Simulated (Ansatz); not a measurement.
ZnInGaO4 in space group R3m (No. 160; Pearson symbol hR7), LDA (plane waves, PAW; program Ansatz). The conduction-band minimum lies at Γ, with 1 equivalent valley. Second derivatives d²E/dk² of the lowest band at one valley (eV·Å²), along Cartesian directions:…

```csv
direction,d²E/dk²
[100],36.64
[010],36.64
[001],38.29
[110],36.64
[101],37.46
[011],37.46
```

Question: Find the principal effective masses, the density-of-states mass and the conductivity mass.

Answer: Off-diagonal terms follow from H_xy = H[110] − (H_xx + H_yy)/2, and m*/mₑ = 7.620 eV·Å² over each eigenvalue: 0.20, 0.21, 0.21. One valley's DOS mass (m₁m₂m₃)^(1/3) = 0.20, conductivity mass 3/(Σ 1/mᵢ) = 0.20 mₑ.

Question: What effective density of states Nc follows at 300 K for parabolic valleys?

Answer: Nc = 2.509e19 × 1 × (0.20)^(3/2) ≈ 2.2e18 cm⁻³.

Question: With the computed static dielectric constant 11.0 (mean of the diagonal), estimate a hydrogenic donor's binding energy and radius.

Answer: E = 13.606 eV × 0.20/11.0² ≈ 22 meV; a = 0.529 Å × ε/m* ≈ 29 Å. Semilocal masses tend to be too small when the gap is underestimated.

The cell was relaxed with LDA under the symmetry of its start. Scalar-relativistic: spin–orbit coupling is off unless named, which matters more the heavier the elements.

Potentials: the later of the program's two PAW sets.
